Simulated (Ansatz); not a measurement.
An element in the bcc structure gives these cold pressures by all-electron LAPW under LDA (Ansatz 0.2.0, scalar-relativistic, no spin polarisation).

| V (Å³/atom) | P (GPa) |
| --- | --- |
| 25.46 | 0.01 |
| 24.19 | 3.46 |
| 21.64 | 14.33 |
| 19.10 | 34.4 |
| 16.55 | 72.8 |
| 14.01 | 151.7 |
| 11.46 | 328.6 |
| 10.19 | 499.3 |

(1) Which element is it?

## Answers

(1) Sn. Its zero-pressure volume in this structure is near 25.5 Å³/atom; the volume and the steepness of P(V) together point to it, though neighbours can come close. This is the case that was computed; others weren't tested.
